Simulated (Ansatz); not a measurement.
BP (zinc blende)

```xyz
2
Lattice="0.0000 2.2741 2.2741 2.2741 0.0000 2.2741 2.2741 2.2741 0.0000" Properties=species:S:1:pos:R:3 pbc="T T T"
P      3.4112     3.4112     3.4112
B      0.0000     0.0000     0.0000
```

All values below come from PBE (plane waves to 420 eV, PAW, scalar-relativistic; Ansatz, an electronic-structure program). Harmonic phonons by density-functional perturbation theory on a 12×12×12 k mesh, in cm⁻¹; i marks imaginary ones, q is in fractions of the reciprocal vectors of the cell shown, and the three acoustic modes at Γ are left out. The non-analytic (LO-TO) term is not included, so polar modes at Γ have their transverse values. BP was relaxed with its symmetry unable to fall. The PAW data are Ansatz's earlier set.

Question: Is the structure dynamically stable at Γ, L = (0.5, 0.0, 0.0), X = (0.5, 0.5, 0.0)?

Answer: No imaginary mode at these points (lowest 225 cm⁻¹ at L = (0.5, 0.0, 0.0)); other wave vectors were not tested.

Question: List the wavenumbers at Γ, L = (0.5, 0.0, 0.0), X = (0.5, 0.5, 0.0), with degeneracies.

Answer: 
```json
[
 {"q": "Γ", "wavenumbers (cm⁻¹)": "800 (×3)"},
 {"q": "L = (0.5, 0.0, 0.0)", "wavenumbers (cm⁻¹)": "225 (×2), 506, 751, 757 (×2)"},
 {"q": "X = (0.5, 0.5, 0.0)", "wavenumbers (cm⁻¹)": "313 (×2), 525, 701 (×2), 781"}
]
```
